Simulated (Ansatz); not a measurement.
SiC (6H type, space group P6_3mc)

```
CELL_PARAMETERS angstrom
      3.09500     0.00000     0.00000
     -1.54750     2.68035     0.00000
      0.00000     0.00000    15.18649
ATOMIC_POSITIONS crystal
  Si 0.00000 0.00000 0.99982
  Si 0.00000 0.00000 0.49982
  Si 0.66667 0.33333 0.83309
  Si 0.33333 0.66667 0.33309
  Si 0.66667 0.33333 0.16660
  Si 0.33333 0.66667 0.66660
  C  0.00000 0.00000 0.87447
  C  0.00000 0.00000 0.37447
  C  0.66667 0.33333 0.70810
  C  0.33333 0.66667 0.20810
  C  0.66667 0.33333 0.04161
  C  0.33333 0.66667 0.54161
```

The slice is a (0001) plane (indices of the conventional cell) through the point (0.000, 0.000, 0.875) (fractional), spanned by u = [110] and v = [1 -1 0] in vectors of this cell: u (3.09 Å) and v (5.36 Å, at 90° to u). It covers one period; positions are fractions (u, v).

Computed with PBE (plane waves to 420 eV, PAW, scalar-relativistic; Ansatz, an electronic-structure program). k mesh 10×10×2. Inside the PAW spheres the values are not all-electron values, and peaks at nuclei hang on which shells count as valence. SiC was relaxed with its symmetry unable to fall. The PAW data are Ansatz's earlier set.

Question: Sketch the density of the highest valence band (whole band, smooth part) on this plane as a map.

Answer: 
```
|44668877442211000000112244778866|
|99998855331111000000111133558899|
|99886644221100000000001122446688|
|77664433110000000000000011334466|
|55443322110000000000000011223344|
|33332211110000000000000011112233|
|22221111110000000000000011111122|
|11111111111111111111111111111111|
|00111122222222222222222222221111|
|00112233334444444444444433332211|
|11112233446677777777776644332211|
|11113344557799998899997755443311|
|11112244668899663366998866442211|
|11112233558899440044998855332211|
|00001122447788664466887744221100|
|00001111335588999999885533111100|
|00000011224466889988664422110000|
|00000000113344667766443311000000|
|00000000112233445544332211000000|
|00000000111122333333221111000000|
|00000000111111222222111111000000|
|11111111111111111111111111111111|
|22222222222211110011112222222222|
|44444444333322110011223333444444|
|77777766443322111111223344667777|
|88999977554433111111334455779999|
|33669988664422111111224466889966|
|00449988553322111111223355889944|
```
Scale: ten equal steps from 0.000 (start of '0') to 0.061 (end of '9'), in the order '0123456789'. Values: density of the highest valence band (whole band, smooth part) in e/Å³. The map has 16 points along u (two characters each, u = 0 at the left) and 28 along v (v = 0 in the bottom row).
